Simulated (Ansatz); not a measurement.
Relaxation path: bcc Fe (211), 3 layers

DFT, PBEsol, PAW with Ansatz's default frozen-core files, scalar-relativistic (Ansatz 0.2.0); a Γ-centred 14×8×1 k mesh, Fermi–Dirac smearing of 0.08 eV, spin-polarised from start moments Fe1 2.5, Fe2 2.5, Fe3 2.5 μB. The run relaxes the atoms in the fixed cell.

Command: `ansatz run input.yaml --threads 2 --pin off --max-ram 6144MiB --backend cpu --events-out ev --progress --plain --runs-dir out` It took 67 s on 2 threads of Intel(R) Xeon(R) 6975P-C (Granite Rapids) (shared host), peak memory 0.7 GiB.

```yaml
crystal:
  lattice:
    - [2.4145914292, 0.0, 0.0]
    - [0.0, 3.9430112925, 0.0]
    - [0.0, 0.0, 18.2765]
  atoms:
    - { symbol: Fe, position: [0.3333333335, 0.0, 0.4377206076], spin: 2.5 }
    - { symbol: Fe, position: [0.9999999995, 0.5, 0.4999999998], spin: 2.5 }
    - { symbol: Fe, position: [0.6666666665, 0.0, 0.5622793924], spin: 2.5 }
magnetization:
  spin_polarized: true
kpoints:
  mp_grid: { grid: [14, 8, 1] }
scf:
  occupations: { method: fermi_dirac, width: 0.08 }
hamiltonian:
  xc: pbesol
  pseudopotentials: { kind: paw }
output:
  forces: true
  stress: true
  eigenvalues: true
relax:
  f_tol: 0.01
  max_steps: 40
efield:
  axis: 3
  amplitude: 0
  dipole_correction: true
```

Each step lists its free energy a cell above the last geometry, and Cartesian positions (Å) with forces (eV/Å).

The first step:

```
step 1  dF = 85.95 meV
  Fe 0.8049 0.0000 8.0000   0.3822 0.0000 0.6349
  Fe 2.4146 1.9715 9.1382   0.0000 0.0000 0.0000
  Fe 1.6097 0.0000 10.2765   -0.3822 0.0000 -0.6349
```

Other magnetic orders may lie lower. The PAW files were made under PBE. The cell is 1×1, so reconstructions are forbidden, and in slabs of four or five layers the relaxations can be far larger than at a real surface.

**Question.** Where does the relaxation end, and by which steps?

**Answer.** After 4 geometries, with a shortest distance of 2.252 Å and a cell moment of 8.17 μB. The further steps:
```
step 2  dF = 35.26 meV
  Fe 0.8425 0.0000 8.0244   0.2803 0.0000 0.4020
  Fe 2.4146 1.9715 9.1382   0.0000 0.0000 0.0000
  Fe 1.5721 0.0000 10.2521   -0.2803 0.0000 -0.4020
step 3  dF = 3.17 meV
  Fe 0.9385 0.0000 8.0607   -0.0645 0.0000 -0.2078
  Fe 2.4146 1.9715 9.1382   0.0000 0.0000 0.0000
  Fe 1.4761 0.0000 10.2158   0.0646 0.0000 0.2078
step 4  dF = 0.00 meV
  Fe 0.9249 0.0000 8.0482   0.0072 0.0000 0.0095
  Fe 2.4146 1.9715 9.1383   0.0000 0.0000 0.0000
  Fe 1.4897 0.0000 10.2283   -0.0072 0.0000 -0.0095
step 5  dF = 0.00 meV  (same geometry, solved once more)
  Fe 0.9249 0.0000 8.0482   0.0073 0.0000 0.0096
  Fe 2.4146 1.9715 9.1383   0.0000 0.0000 0.0000
  Fe 1.4897 0.0000 10.2283   -0.0073 0.0000 -0.0096
```
